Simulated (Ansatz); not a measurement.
Data sheet: Cd2TeS (DFT)

Cd₂TeS:
Space group P3m1 (No. 156); a = b = 4.2916 Å, c = 7.0617 Å, α = β = 90.00°, γ = 120.00°

| atom | site | symmetry | x | y | z |
|---|---|---|---|---|---|
| Cd | 1c | 3m. | 0.6667 | 0.3333 | 0.4720 |
| Cd | 1a | 3m. | 0.0000 | 0.0000 | 0.0248 |
| Te | 1a | 3m. | 0.0000 | 0.0000 | 0.6314 |
| S | 1c | 3m. | 0.6667 | 0.3333 | 0.1198 |

Space group P3m1 (No. 156); conventional cell a = b = 4.292 Å, c = 7.062 Å, α = β = 90.00°, γ = 120.00°.

Method: LDA in the plane-wave PAW code Ansatz. The cell and atoms are relaxed at this level. Other levels are named where they apply.

Cell and energy:

```yaml
volume_per_atom: 28.16 Å³
density: 5.67 g/cm³
Formation energy from the elements (no fitted shifts): -0.44 eV/atom
```

Electronic structure:

```yaml
electronic_character: no gap, with almost no states at the Fermi level (zero-gap or semimetallic)
Density of states at the Fermi level: 0.01 states/eV per atom (mean over ±0.08 eV)
```

Mechanics:

```yaml
Bulk modulus (Birch–Murnaghan fit): 53.4 GPa
Pressure derivative B′: 4.6
```

Phonons:

```yaml
highest_zone_centre_frequency: 268 cm⁻¹
zone_centre_stability: no imaginary mode at Γ
```

The workflow started from a Materials Project entry (that database holds measured and hypothetical structures alike); the Crystallography Open Database copy checked does not list it. Its standing as an ambient phase is unchecked. The cell was relaxed with LDA under the symmetry of its start. As this level gives no gap, phonon frequencies hold no LO–TO term and depend on the k-mesh and smearing (Fermi–Dirac, 0.1 eV here). The references are the lowest solids computed at this level, not always the standard phases. Scalar-relativistic: spin–orbit coupling is off unless named, which matters more the heavier the elements.

Potentials: the later of the program's two PAW sets.
